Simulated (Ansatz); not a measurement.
# HgTe squeezed and stretched

A database entry relaxed whole under r2SCAN (F-43m):

```
Hg Te
1.0
     0.00000    3.28604    3.28604
     3.28604    0.00000    3.28604
     3.28604    3.28604    0.00000
Hg Te
1 1
Direct
  0.00000 0.00000 0.00000
  0.25000 0.25000 0.25000
```

The cell was scaled uniformly, its shape held, and the atoms relaxed at each volume with plane-wave PAW DFT (Ansatz 0.2.0; r2SCAN, 500 eV, 9×9×9 Γ-centred mesh, fermi-dirac occupations of width 0.100 eV; no spin, no spin-orbit coupling). One row is withheld.

```json
{"volume (Å³/atom)": "33.354", "energy over the lowest (meV/atom)": "18.5", "pressure (GPa)": "2.94"}
{"volume (Å³/atom)": "34.064", "energy over the lowest (meV/atom)": "8.0", "pressure (GPa)": "1.85"}
{"volume (Å³/atom)": "34.773", "energy over the lowest (meV/atom)": "2.0", "pressure (GPa)": "0.89"}
{"volume (Å³/atom)": "35.483", "energy over the lowest (meV/atom)": "0.0", "pressure (GPa)": "0.03"}
{"volume (Å³/atom)": "36.193", "energy over the lowest (meV/atom)": "1.6", "pressure (GPa)": "-0.72"}
{"volume (Å³/atom)": "36.902", "energy over the lowest (meV/atom)": "?", "pressure (GPa)": "?"}
{"volume (Å³/atom)": "37.612", "energy over the lowest (meV/atom)": "13.8", "pressure (GPa)": "-1.98"}
```

Task: Fit the pressures of the other rows to the third-order Birch-Murnaghan form.

Result: With f = [(V₀/V)^(2/3) − 1]/2 and P = 3B₀f(1 + 2f)^(5/2)[1 + 3(B₀′ − 4)f/2], least squares gives V₀ = 35.51 Å³ an atom, B₀ = 40 GPa and B₀′ = 5.1; the rows miss the fit by less than 0.01 GPa. The slope of the energies differs from these pressures by less than 0.05 GPa.

Task: What does the withheld row hold?

Result: The fit gives -1.39 GPa at 36.902 Å³; the run gave -1.39 GPa and 6.3 meV an atom.

Caveats: the shape of the cell was held; 0 K, fixed nuclei; the symmetry was kept, and this need not be the phase that is stable at 0 K; one mesh for all volumes; the relaxed cell lies far from the entry, by an error of the functional or of the entry; pressure is positive in compression.
